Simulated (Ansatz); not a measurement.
Starting structure of a cell relaxation (symmetry kept):

```cif
data_structure
_symmetry_space_group_name_H-M 'P6_3/mmc'
_symmetry_Int_Tables_number 194
_cell_length_a 2.7767
_cell_length_b 2.7767
_cell_length_c 8.9505
_cell_angle_alpha 90.000
_cell_angle_beta 90.000
_cell_angle_gamma 120.000
_cell_volume 59.76
loop_
_atom_site_label
_atom_site_type_symbol
_atom_site_symmetry_multiplicity
_atom_site_Wyckoff_symbol
_atom_site_fract_x
_atom_site_fract_y
_atom_site_fract_z
_atom_site_occupancy
Re1 Re 2 a 0.00000 0.00000 0.00000 1
Re2 Re 2 c 0.33333 0.66667 0.25000 1
```

Level of theory: Ansatz 0.2.0, DFT PBE+D3(BJ), scalar-relativistic, plane waves, PAW.

Cutoff 420 eV; k points 18×18×6 on the computed 4-atom cell (Γ-centred); Gaussian smearing, width 0.10 eV; no spin polarisation.

Question: What does it relax to?

Answer: The volume falls by 0.29 Å³/atom to 14.65 Å³/atom, and the energy falls by 6.5 meV/atom. Final structure:
```cif
data_structure
_symmetry_space_group_name_H-M 'P 1'
_symmetry_Int_Tables_number 1
_cell_length_a 2.7587
_cell_length_b 2.7587
_cell_length_c 8.8933
_cell_angle_alpha 90.000
_cell_angle_beta 90.000
_cell_angle_gamma 120.000
_cell_volume 58.62
loop_
_atom_site_label
_atom_site_type_symbol
_atom_site_fract_x
_atom_site_fract_y
_atom_site_fract_z
_atom_site_occupancy
Re1 Re 0.00000 0.00000 0.00000 1
Re2 Re 0.33333 0.66667 0.25000 1
Re3 Re 0.00000 0.00000 0.50000 1
Re4 Re 0.66667 0.33333 0.75000 1
```

Course of the relaxation (steps run on the plane waves of an earlier cell, and the basis is chosen afresh near the end, so energy and pressure can step there; trial steps that raised the energy were taken back; energies are free energies):

| step | E − E_final (meV/atom) | P (GPa) | V (Å³/atom) |
| --- | --- | --- | --- |
| 1 | 6.5 | -7.13 | 14.94 |
| 2 | 52.9 | 23.46 | 13.88 |
| 3 | -0.2 | -0.67 | 14.68 |
| 4 | -0.3 | -0.01 | 14.65 |
| 5 | 0.0 | -0.01 | 14.65 |

Spin–orbit coupling is left out, which can shift energies with elements as heavy as these.

Cost: 1 run of about 1.5 core-minutes, on Arm Neoverse V1 (shared hosts).